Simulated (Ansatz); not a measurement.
According to r²SCAN in the plane-wave PAW code Ansatz, SiGe in the trigonal phase (R-3m; Ge on 3a, Si on 3b) relaxes to a = 2.875 Å, c = 14.151 Å. Ge has 12 nearest neighbours from 2.87 Å (cuboctahedral); Si has 12 nearest neighbours from 2.87 Å (cuboctahedral). Against the elements it lies at 72 kJ/mol-atom, with no fitted shifts.

Electronic character: metallic (no gap). Gap from r²SCAN with spin–orbit coupling: none (metallic).

An equation-of-state fit gives a bulk modulus of 72.8 GPa. Bader charges are Ge +0.01, Si -0.01 e.

The start of the workflow was typed in or built on a structure type; neither database checked (COD, Materials Project) lists it. Whether it is the stable phase at ambient conditions was not checked. The cell was relaxed with r²SCAN under the symmetry of its start; its stability against distortions is not shown here. Its formation energy is positive at this level, so the cell may be metastable or incomplete. The references are the lowest solids computed at this level, not always the standard phases. Scalar-relativistic: spin–orbit coupling is off unless named, which matters more the heavier the elements.

Potentials: the later of the program's two PAW sets.
